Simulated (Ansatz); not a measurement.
The cell below belongs to a search over invented structures; it isn't taken from experiment.

Input and command of a plane-wave DFT calculation in Ansatz:

```yaml
crystal:
  lattice:
    - [5.00267855, 0.0, 0.0]
    - [-2.50133927, 4.33244671, 0.0]
    - [0.0, 0.0, 4.36478917]
  atoms:
    - { symbol: Dy, position: [0.5, 0.0, 0.0] }
    - { symbol: Dy, position: [0.0, 0.5, 0.0] }
    - { symbol: Dy, position: [0.5, 0.5, 0.0] }
    - { symbol: O, position: [0.0, 0.0, 0.68545973] }
    - { symbol: O, position: [0.0, 0.0, 0.31454027] }
basis:
  ecutwfc: 630
kpoints:
  mp_grid: { grid: [6, 6, 4] }
hamiltonian:
  xc: pbe
  pseudopotentials:
    kind: paw
    azcp: { Dy: "pseudopotentials/pbe/nc/lanthanide_3plus/Dy.nc.azcp" }
scf:
  occupations: { method: gaussian, width: 0.1 }
  lower_state_search: "off"
output:
  forces: true
  stress: true
  eigenvalues: true
relax:
  adjacent_minimum: "off"
  f_tol: 0.04
  max_steps: 70
  cell: { stress_tol: 0.4 }
```

```bash
ansatz run input.yaml --threads 1 --pin off --max-ram 2560MiB --backend cpu --events-out ev --progress --plain --runs-dir out
```

Processor: Intel(R) Xeon(R) Processor @ 2.50GHz (Skylake/Cascade Lake), 1 thread, on a host shared with other jobs.

Q: Estimate time, memory and problem size.

A: About 2.5 min, peak memory 0.44 GiB. It solves 28 bands at 21 k points (after reduction by symmetry) with about 3807 plane waves (on the last cell), in 74 SCF iterations over 10 ionic steps.

With its 4f electrons in the core of a norm-conserving potential, the lanthanide is trivalent by construction, without f bands, f moments or other valences.
